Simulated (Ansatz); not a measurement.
## La (dhcp)

Method: HSE06, scalar-relativistic; no spin polarisation; PAW, 420 eV, 6×6×2 k-mesh, Gaussian smearing of 0.05 eV; code Ansatz. The datasets are Ansatz's generated set soft_2.

```
CELL_PARAMETERS angstrom
3.81519 0.00000 0.00000
-1.90759 3.30405 0.00000
0.00000 0.00000 12.33887
ATOMIC_POSITIONS crystal
La 0.00000 0.00000 0.00000
La 0.00000 0.00000 0.50000
La 0.33333 0.66667 0.25000
La 0.66667 0.33333 0.75000
```

At this volume the pressure is 0.08 GPa.

Path: Γ–M–K–Γ–A–L–H–A | L–M | H–K, with Γ = (0.000, 0.000, 0.000), M = (0.500, 0.000, 0.000), K = (0.333, 0.333, 0.000), A = (0.000, 0.000, 0.500), L = (0.500, 0.000, 0.500), H = (0.333, 0.333, 0.500) in reciprocal vectors of the calculation's cell.

Is it a metal or an insulator, and if it has a gap, where are the band edges on this path?

A metal: bands cross the Fermi level.

Levels between -6 and 2 eV from the Fermi level at the path's named points:
```tsv
point	below E_F (eV)	above E_F (eV)
Γ	-3.92 -2.41 -2.37 -2.00	0.71 0.83 1.56 1.56 1.65 1.65 1.79 1.97 1.97
M	-2.16 -2.08 -1.71 -1.22 -0.73 -0.40 -0.28	0.64 1.10 1.50
K	-0.97 -0.97 -0.58 -0.54 -0.54 -0.19 -0.01 -0.01	0.96 1.02 1.02 1.12
A	-3.43 -3.43 -1.97 -1.97	1.26 1.26 1.44 1.44 1.67 1.67 1.67 1.67 1.92 1.92 1.92 1.92
L	-1.85 -1.85 -1.63 -1.63 -1.17 -1.17	0.83 0.83 1.68 1.68 1.85 1.85
H	-1.14 -1.14 -0.39 -0.39 -0.15 -0.15 -0.14 -0.14	0.99 0.99 1.01 1.01
```

Spin–orbit coupling, which matters for such heavy elements, is left out. Pressures of hybrids are less tightly converged. For a metal under a hybrid functional this mesh is coarse.
